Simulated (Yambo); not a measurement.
Yambo run on CsH (rock salt, space group Fm-3m, No. 225). The wavefunctions are LDA (Quantum ESPRESSO, PseudoDojo norm-conserving, 74 Ry, without SOC) ones on a 4×4×4 mesh (5 occupied bands); a = b = c = 4.5131 Å, α = β = γ = 60.00°.

Yambo input:

```
rim_cut
gw0
dyson
el_el_corr
HF_and_locXC
ppa
em1d
RandQpts= 1000000
RandGvec= 1 Ry
EXXRLvcs= 74 Ry
VXCRLvcs= 296 Ry
Chimod= "HARTREE"
% BndsRnXp
 1 | 59 |
%
NGsBlkXp= 10 Ry
% LongDrXp
 1.0 | 1.0 | 1.0 |
%
PPAPntXp= 27.2114 eV
% GbndRnge
 1 | 141 |
%
GTermKind= "BG"
DysSolver= "n"
ExtendOut
% QPkrange
 3 | 3 | 5 | 6 |
%
```

k points by index: 3 = L.

Resulting energies as the program prints them:

```
#    K-point    Band    Eo [eV]    E [eV]    E-Eo [eV]    Vxc [eV]    Vnlxc [eV]    Sc|Eo [eV]    Sc|E [eV]    dSc/dw|Eo [eV]    Re(Z)    Im(Z)
#
    3    5    0.000000    -1.437489    -1.437489    -10.13474    -13.29656    1.351221    1.724329    -7.062198    0.793943    -0.001651
    3    6    1.960539    2.724601    0.764061    -6.797742    -2.850112    -3.044274    -3.183568    -4.959962    0.845825    -0.001314
```
(The two width columns are left out.) Convergence of these settings isn't established.

Geometry of the Materials Project entry, not relaxed at this level.
